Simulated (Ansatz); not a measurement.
SrPt₅:
Space group P6/mmm (No. 191); a = b = 5.451 Å, c = 4.355 Å, α = β = 90.00°, γ = 120.00°

| atom | site | symmetry | x | y | z |
|---|---|---|---|---|---|
| Sr | 1a | 6/mmm | 0.0000 | 0.0000 | 0.0000 |
| Pt | 3g | mmm | 0.5000 | 0.5000 | 0.5000 |
| Pt | 2c | -6m2 | 0.3333 | 0.6667 | 0.0000 |

Relaxed with r²SCAN.

Question: Which orbitals make up the states near the Fermi level in r²SCAN (plane waves, PAW; program Ansatz)?

Answer: Within 0.5 eV of the Fermi level: Pt 5d 83 %, Pt 6s 10 %. Projections are on Löwdin-orthogonalised atomic valence shells; empty p or d shells of many metals are not among them.

Question: Tabulate the density of states.

Answer: States/eV per cell of 6 atoms, in 0.25 eV bins, energy from the Fermi level.

```
E (eV)  total  Pt 5d  Pt 6s  Sr 5s
------  -----  -----  -----  -----
-7.85    1.23   0.41   0.76   0.02
-7.60    1.17   0.42   0.70   0.01
-7.35    0.94   0.36   0.54   0.01
-7.10    1.31   0.75   0.53   0.00
-6.85    3.41   2.18   1.16   0.01
-6.60    3.37   2.14   1.14   0.03
-6.35    1.49   0.96   0.46   0.04
-6.10    1.55   1.16   0.32   0.04
-5.85    3.85   2.98   0.75   0.06
-5.60    6.76   5.35   1.24   0.08
-5.35    8.23   6.81   1.23   0.08
-5.10    7.60   7.15   0.36   0.02
-4.85   10.48   9.76   0.50   0.11
-4.60   11.04  10.02   0.72   0.17
-4.35    8.00   7.32   0.49   0.08
-4.10    8.68   7.67   0.66   0.19
-3.85    8.05   6.96   0.67   0.23
-3.60    8.19   7.34   0.52   0.12
-3.35    8.16   7.26   0.61   0.05
-3.10    9.69   8.46   0.86   0.05
-2.85    7.62   6.81   0.49   0.05
-2.60    6.36   5.62   0.47   0.04
-2.35    8.20   7.35   0.52   0.07
-2.10    7.69   6.99   0.41   0.05
-1.85    7.44   6.94   0.30   0.01
-1.60   13.29  12.64   0.43   0.02
-1.35   11.23  10.66   0.33   0.02
-1.10    9.90   9.24   0.42   0.01
-0.85    7.65   6.85   0.55   0.02
-0.60    5.37   4.71   0.41   0.02
-0.35    4.83   4.07   0.48   0.03
-0.10    2.52   2.07   0.26   0.05
0.15     4.13   3.48   0.37   0.08
0.40     3.80   3.12   0.36   0.12
0.65     4.02   3.20   0.39   0.20
0.90     1.59   0.79   0.33   0.26
1.15     1.16   0.40   0.30   0.25
1.40     1.22   0.41   0.31   0.24
1.65     1.43   0.44   0.35   0.19
1.90     1.86   0.50   0.42   0.18
2.15     1.77   0.48   0.42   0.13
2.40     1.92   0.51   0.49   0.09
2.65     3.02   0.73   0.77   0.09
2.90     3.07   0.63   0.68   0.08
3.15     2.97   0.51   0.53   0.08
3.40     2.77   0.39   0.40   0.06
3.65     2.13   0.27   0.26   0.03
3.90     1.84   0.22   0.26   0.02
4.15     1.99   0.20   0.31   0.02
4.40     2.08   0.16   0.23   0.02
4.65     2.02   0.14   0.17   0.03
```

The first step of the workflow began from a Materials Project structure, measured or hypothetical; the Crystallography Open Database files this formula in space group No. 191, but the cells were not matched. Its standing as an ambient phase is unchecked. Symmetry was held in the r²SCAN relaxation; its stability against distortions is not shown here. The run is not spin-polarised. Axis ratios of metals converge slowly with the k-mesh, so a and c are less sure than the volume. Spin–orbit coupling is left out wherever it is not named.

Potentials: the later of the program's two PAW sets.
